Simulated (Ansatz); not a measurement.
LiCl:
```
CELL_PARAMETERS angstrom
      0.00000     2.57514     2.57514
      2.57514     0.00000     2.57514
      2.57514     2.57514     0.00000
ATOMIC_POSITIONS crystal
  Li 0.00000 0.00000 0.00000
  Cl 0.50000 0.50000 0.50000
```

Relaxed with PBE. Special points in fractions of this cell's reciprocal vectors: Γ (0.000, 0.000, 0.000); X (0.500, 0.000, 0.500); U (0.625, 0.250, 0.625); K (0.375, 0.375, 0.750); L (0.500, 0.500, 0.500); W (0.500, 0.250, 0.750).

**Question.** List the band energies nearest the valence-band maximum at these points for the program Ansatz at the PBE level (PAW).

**Answer.** In eV from the valence-band maximum; about four levels below and three above (degenerate sets whole), none deeper than 8.9 eV; points with the same levels are listed once.

```json
[
 {"k": "Γ", "below": "0.00 0.00 0.00", "above": "6.26 11.78 11.78 11.78"},
 {"k": "X", "below": "-2.84 -1.08 -1.08", "above": "7.80 8.26 12.33"},
 {"k": "U", "below": "-2.43 -1.75 -0.81", "above": "8.03 9.84 11.34"},
 {"k": "L", "below": "-2.77 -0.25 -0.25", "above": "6.73 9.43 9.43"},
 {"k": "W", "below": "-2.08 -2.08 -1.04", "above": "9.43 10.07 10.34 10.34"}
]
```

Space group Fm-3m (rock salt). The cell was relaxed with PBE under the symmetry of its start; phonons on a q-mesh show no instability.

Potentials: the later of the program's two PAW sets.
